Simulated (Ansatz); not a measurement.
# Computed properties of Ni

Ni:
```
CELL_PARAMETERS angstrom
      2.44766     0.00000     0.00000
     -1.22383     2.11973     0.00000
      0.00000     0.00000     4.01621
ATOMIC_POSITIONS crystal
  Ni 0.33333 0.66667 0.25000
  Ni 0.66667 0.33333 0.75000
```
The run is spin-polarised; directions of the spins, atom by atom: ↑ ↑.

Space group P6_3/mmc (No. 194), hcp (Mg type); conventional cell a = b = 2.4477 Å, c = 4.0162 Å, α = β = 90.00°, γ = 120.00°.

Method: the program Ansatz at the PBEsol level (PAW). The cell and atoms are relaxed at this level. Other levels are named where they apply.

Cell and energy:

Volume per atom: 10.42 Å³
Density: 9.35 g/cm³

Electronic structure:

* **Electronic character**: metallic (no gap)
* **Density of states at the Fermi level**: 2.1 states/eV per atom (mean over ±0.08 eV)

Magnetism:

- Magnetic order = ferromagnetic
- Net moment = 0.64 μB per atom

Mechanics:

- Bulk modulus (Birch–Murnaghan fit): 227 GPa
- Pressure derivative B′: 4.8
- Elastic constants (relaxed ions, GPa): C11 = 370, C12 = 172, C13 = 141, C33 = 402, C44 = 66.2
- Mechanical stability: stable (all eigenvalues of C positive)
- Hill bulk and shear moduli: 228 and 89.2 GPa
- Young's modulus: 237 GPa
- Poisson's ratio: 0.33
- Debye temperature from the elastic constants: 472 K

The workflow started from a Materials Project entry (that database holds measured and hypothetical structures alike); the Crystallography Open Database files this formula in space group No. 194, but the cells were not matched. It is not the phase usual at ambient conditions (space group No. 225). The cell was relaxed with PBEsol under the symmetry of its start; whether a distortion lowers the energy is not shown. Spin order of the final state: ferromagnetic, chosen from 5 collinear starts compared on coarse meshes (ties went to the first, and starts can fall back to one state), not a proven ground state. As this level gives no gap, shear constants depend on the k-mesh and smearing (Fermi–Dirac, 0.1 eV here). Axis ratios of metals converge slowly with the k-mesh, so a and c are less sure than the volume. On the denser mesh and wider smearing of the elastic run this cell carries a stress of 0.5 GPa.

Potentials: the earlier of the program's two PAW sets. The files were generated under PBE; for other functionals the program regenerates the frozen cores, and for LDA and PBEsol the local potential too.
